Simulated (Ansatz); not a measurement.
**Spin-resolved density of states of LiGdSe₂ (R-3m)**

The source of the geometry is a structure from the Materials Project; atoms and cell stay fixed.

Functional, mesh and filling: PBEsol, 6×6×6 k mesh, Fermi–Dirac smearing of 0.05 eV. LAPW is all-electron LAPW in Ansatz 0.2.0. Site moments are integrated in spheres about the atoms.

The run was typed so:

```yaml
crystal:
  lattice:
    - [2.051740265, 1.1845727943, 6.4627941363]
    - [-2.051740265, 1.1845727943, 6.4627941363]
    - [0.0, -2.3691455886, 6.4627941363]
  atoms:
    - { symbol: Li, position: [0.5, 0.5, 0.5] }
    - { symbol: Gd, position: [0.0, 0.0, 0.0], spin: 6.9 }
    - { symbol: Se, position: [0.75164702, 0.75164702, 0.75164702] }
    - { symbol: Se, position: [0.24835298, 0.24835298, 0.24835298] }
magnetization:
  spin_polarized: true
kpoints:
  mp_grid: { grid: [6, 6, 6] }
scf:
  occupations: { method: fermi_dirac, width: 0.05 }
hamiltonian:
  xc: pbesol
  pseudopotentials: { kind: all_electron, lapw: { basis_error: 0.001 } }
output:
  forces: true
  stress: true
  eigenvalues: false
  populations: true
  dos: { projected: true, de: 0.1, e_range: [-8, 5] }
```

Command: `ansatz run input.yaml --threads 2 --pin off --max-ram 6144MiB --backend cpu --events-out ev --progress --plain --runs-dir out`

Density of states, smoothed by a Gaussian of 0.15 eV:

```tsv
E − E_F (eV)	majority (states/eV/cell)	minority (states/eV/cell)
-7.00	0.00	0.00
-6.75	0.00	0.00
-6.50	0.00	0.00
-6.25	0.00	0.00
-6.00	0.00	0.00
-5.75	0.00	0.00
-5.50	0.00	0.00
-5.25	0.00	0.00
-5.00	0.01	0.00
-4.75	1.26	0.00
-4.50	14.50	0.01
-4.25	11.84	0.18
-4.00	1.78	0.88
-3.75	1.90	1.76
-3.50	2.11	1.98
-3.25	1.57	1.85
-3.00	1.35	1.20
-2.75	1.72	1.64
-2.50	2.43	2.27
-2.25	2.43	2.79
-2.00	1.85	2.08
-1.75	2.18	2.54
-1.50	2.08	2.64
-1.25	1.59	1.61
-1.00	0.91	0.51
-0.75	0.38	0.06
-0.50	0.08	0.00
-0.25	0.00	0.00
0.00	0.00	0.00
0.25	0.00	0.06
0.50	0.00	3.24
0.75	0.02	15.28
1.00	0.13	8.57
1.25	0.35	0.87
1.50	0.70	0.13
1.75	1.18	0.30
2.00	1.09	0.56
2.25	0.74	0.98
2.50	0.98	1.12
2.75	1.14	0.75
3.00	1.26	0.77
3.25	1.28	1.13
3.50	1.85	1.24
3.75	2.18	1.30
4.00	1.88	1.54
4.25	2.07	2.06
4.50	1.66	2.08
```

What spin moment does the cell carry?

7.00 μB. Site moments (μB): Li1 0.00, Gd2 6.95, Se3 0.00, Se4 0.00.

Löwdin populations of d and f shells (filled inner shells left out):

```json
{"shell": "Gd2 5d", "up": "1.02", "down": "0.89"}
{"shell": "Gd2 4f", "up": "7.00", "down": "0.13"}
```

Further occupied bands lie below the window, the nearest with its top at -11.8 eV.

Without U a semilocal functional puts the f levels too near the Fermi level, which can change moments and the order of magnetic states; site and cell moments are spin moments. Spin–orbit coupling is left out although heavy atoms are present. With open f shells a run can end in a state that isn't the lowest. The magnetic state is the one that this cell and start allow. It needn't be the compound's measured order, which may need a larger cell or be absent.
